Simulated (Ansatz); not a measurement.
BeAg:
```cif
data_AgBe
_chemical_formula_sum 'Be1 Ag1'
_space_group_name_H-M_alt 'P 1'
_space_group_IT_number 1
_cell_length_a 2.90943
_cell_length_b 2.90943
_cell_length_c 2.90943
_cell_angle_alpha 90.000
_cell_angle_beta 90.000
_cell_angle_gamma 90.000
loop_
_space_group_symop_operation_xyz
  'x, y, z'
loop_
_atom_site_label
_atom_site_type_symbol
_atom_site_fract_x
_atom_site_fract_y
_atom_site_fract_z
_atom_site_occupancy
Be1 Be 0.00000 0.00000 0.00000 1
Ag1 Ag 0.50000 0.50000 0.50000 1
```

Relaxed with PBEsol.

Problem. Decompose the optical modes at the zone centre into irreducible representations, and say which are infrared and Raman allowed.

Solution. Point group m-3m: Γ_opt = T1u. Infrared: T1u. Raman: none.

Problem. Assign frequencies (DFPT, PBEsol (plane waves, PAW; program Ansatz)).

Solution. T1u 344 cm⁻¹.

Space group Pm-3m (CsCl type). The start of the workflow was typed in or built on a structure type; neither database checked (COD, Materials Project) lists it. Its standing as an ambient phase is unchecked. Symmetry was held in the PBEsol relaxation; whether a distortion lowers the energy is not shown. The run is not spin-polarised. As this level gives no gap, phonon frequencies hold no LO–TO term and depend on the k-mesh and smearing (Fermi–Dirac, 0.1 eV here).

Potentials: the earlier of the program's two PAW sets. The files were generated under PBE; for other functionals the program regenerates the frozen cores, and for LDA and PBEsol the local potential too.
